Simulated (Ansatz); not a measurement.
Cell and atoms are relaxed with the symmetry kept. Start:

```
CELL_PARAMETERS angstrom
3.69000 0.00000 0.00000
0.00000 3.69000 0.00000
0.00000 0.00000 8.24000
ATOMIC_POSITIONS crystal
Zr 0.00000 0.50000 0.26800
Zr 0.50000 0.00000 0.73200
Ge 0.00000 0.00000 0.00000
Ge 0.50000 0.50000 0.00000
Se 0.00000 0.50000 0.61800
Se 0.50000 0.00000 0.38200
```

All numbers below come from DFT PBEsol, scalar-relativistic, plane waves, PAW (Ansatz 0.2.0).

Cutoff 420 eV; k points 10×10×6 on the computed 6-atom cell (Γ-centred); Gaussian smearing, width 0.10 eV; no spin polarisation.

Task: What does it relax to?

Result: The volume decreases by 0.03 Å³/atom to 18.67 Å³/atom, and the energy falls by 3.2 meV/atom. Final structure:
```cif
data_structure
_symmetry_space_group_name_H-M 'P4/nmm:1'
_symmetry_Int_Tables_number 129
_cell_length_a 3.6808
_cell_length_b 3.6808
_cell_length_c 8.2671
_cell_angle_alpha 90.000
_cell_angle_beta 90.000
_cell_angle_gamma 90.000
_cell_volume 112.01
loop_
_atom_site_label
_atom_site_type_symbol
_atom_site_symmetry_multiplicity
_atom_site_Wyckoff_symbol
_atom_site_fract_x
_atom_site_fract_y
_atom_site_fract_z
_atom_site_occupancy
Zr1 Zr 2 c 0.00000 0.50000 0.26306 1
Ge1 Ge 2 a 0.00000 0.00000 0.00000 1
Se1 Se 2 c 0.00000 0.50000 0.61998 1
```

Cost: 1 run of about 3 core-minutes, on Arm Neoverse V2 (shared hosts).